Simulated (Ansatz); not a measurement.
An elastic tensor (GPa, Voigt order, standard axes) from PBEsol in the plane-wave PAW code Ansatz:

```json
[
 {"": "1", "1": "336", "2": "77.0", "3": "77.0", "4": "0.0", "5": "0.0", "6": "0.0"},
 {"": "2", "1": "77.0", "2": "336", "3": "77.0", "4": "0.0", "5": "0.0", "6": "0.0"},
 {"": "3", "1": "77.0", "2": "77.0", "3": "336", "4": "0.0", "5": "0.0", "6": "0.0"},
 {"": "4", "1": "0.0", "2": "0.0", "3": "0.0", "4": "88.2", "5": "0.0", "6": "0.0"},
 {"": "5", "1": "0.0", "2": "0.0", "3": "0.0", "4": "0.0", "5": "88.2", "6": "0.0"},
 {"": "6", "1": "0.0", "2": "0.0", "3": "0.0", "4": "0.0", "5": "0.0", "6": "88.2"}
]
```

Q: Pick the material that matches.
A) TaC, zinc blende
B) AlOs, CsCl type
C) Ti3AlC, anti-perovskite
D) WC, rock salt

A: C, Ti3AlC, anti-perovskite

Space group Pm-3m (anti-perovskite). The first step of the workflow began from a Materials Project structure, measured or hypothetical; the Crystallography Open Database copy checked does not list it. Whether it is the stable phase at ambient conditions was not checked. The PBEsol relaxation kept the symmetry of its start; its stability against distortions is not shown here. No spin polarisation was allowed. As this level gives no gap, shear constants depend on the k-mesh and smearing (Fermi–Dirac, 0.1 eV here).

Potentials: the earlier of the program's two PAW sets. The files were generated under PBE; for other functionals the program regenerates the frozen cores, and for LDA and PBEsol the local potential too.
